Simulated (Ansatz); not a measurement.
Band table of V (bcc type)

```
CELL_PARAMETERS angstrom
-1.49918 1.49918 1.49918
1.49918 -1.49918 1.49918
1.49918 1.49918 -1.49918
ATOMIC_POSITIONS crystal
V 0.00000 0.00000 0.00000
```

The base cell comes from a relaxation on PAW files under the same functional.

Level of theory: DFT with PBE, scalar-relativistic, in Ansatz 0.2.0; a Γ-centred 18×18×18 k mesh, Fermi–Dirac smearing of 0.1 eV, no spin polarisation. PAW: frozen-core files, cutoff 420 eV.

This run: the series' base cell.

Path points, in fractions of the reciprocal vectors: Γ (0.000, 0.000, 0.000), H (0.500, -0.500, 0.500), N (0.000, 0.000, 0.500), P (0.250, 0.250, 0.250). The distance column jumps between branches of the path. Levels in eV from the Fermi level; bands 5 to 9, counted from the lowest band of the run. The gap is zero, the pressure 0.00 GPa.

```
# k(1/Å) point b5 b6 b7 b8 b9
0.000 Γ -6.61 0.40 0.40 0.40 2.41
0.262 - -6.30 0.38 0.38 0.51 2.16
0.524 - -5.42 0.37 0.37 0.83 1.47
0.786 - -4.17 0.49 0.49 0.49 1.34
1.048 - -2.94 -0.58 0.83 0.83 1.95
1.310 - -2.32 -1.56 1.46 1.46 2.60
1.572 - -2.46 -2.35 2.33 2.33 3.17
1.834 - -2.84 -2.84 3.26 3.26 3.57
2.096 H -3.01 -3.01 3.71 3.71 3.71
2.281 - -2.93 -2.92 3.39 3.46 3.73
2.466 - -2.70 -2.65 2.61 2.83 3.77
2.651 - -2.42 -2.21 1.66 2.08 3.83
2.836 - -2.27 -1.61 0.75 1.56 3.91
3.022 - -2.43 -0.86 -0.04 1.54 3.98
3.207 - -2.78 -0.64 0.00 1.88 4.05
3.392 - -3.08 -1.02 0.95 2.25 3.51
3.577 N -3.20 -1.15 1.61 2.41 2.77
3.763 - -3.21 -1.09 1.22 2.41 2.75
3.948 - -3.32 -0.94 0.49 2.34 2.68
4.133 - -3.73 -0.71 0.00 2.20 2.60
4.318 - -4.47 -0.43 -0.04 2.02 2.08
4.503 - -5.30 -0.13 0.15 1.36 2.06
4.689 - -6.00 0.14 0.31 0.84 2.17
4.874 - -6.46 0.33 0.38 0.51 2.33
5.059 Γ -6.61 0.40 0.40 0.40 2.41
5.286 - -6.38 0.32 0.32 0.59 2.36
5.513 - -5.71 0.07 0.07 1.18 2.29
5.740 - -4.70 -0.33 -0.33 2.11 2.31
5.966 - -3.50 -0.76 -0.76 2.43 2.43
6.193 - -2.31 -1.10 -1.10 2.58 2.58
6.420 - -1.39 -1.26 -1.26 2.72 2.72
6.647 - -1.26 -1.26 -1.00 2.81 2.81
6.874 P -1.14 -1.14 -1.14 2.84 2.84
7.101 - -1.50 -0.98 -0.98 2.80 2.80
7.328 - -1.71 -0.91 -0.91 2.72 2.72
7.554 - -1.52 -1.05 -1.05 2.67 2.67
7.781 - -1.44 -1.44 -0.82 2.75 2.75
8.008 - -1.99 -1.99 0.33 3.00 3.00
8.235 - -2.51 -2.51 1.77 3.33 3.33
8.462 - -2.88 -2.88 3.11 3.60 3.60
8.689 H -3.01 -3.01 3.71 3.71 3.71
10.503 P -1.14 -1.14 -1.14 2.84 2.84
10.634 - -1.26 -1.23 -0.94 2.82 2.83
10.765 - -1.49 -1.32 -0.67 2.77 2.83
10.896 - -1.85 -1.33 -0.33 2.69 2.82
11.027 - -2.26 -1.30 0.07 2.61 2.80
11.158 - -2.63 -1.25 0.53 2.53 2.79
11.289 - -2.94 -1.20 1.01 2.47 2.78
11.420 - -3.13 -1.16 1.42 2.42 2.77
11.551 N -3.20 -1.15 1.61 2.41 2.77
```
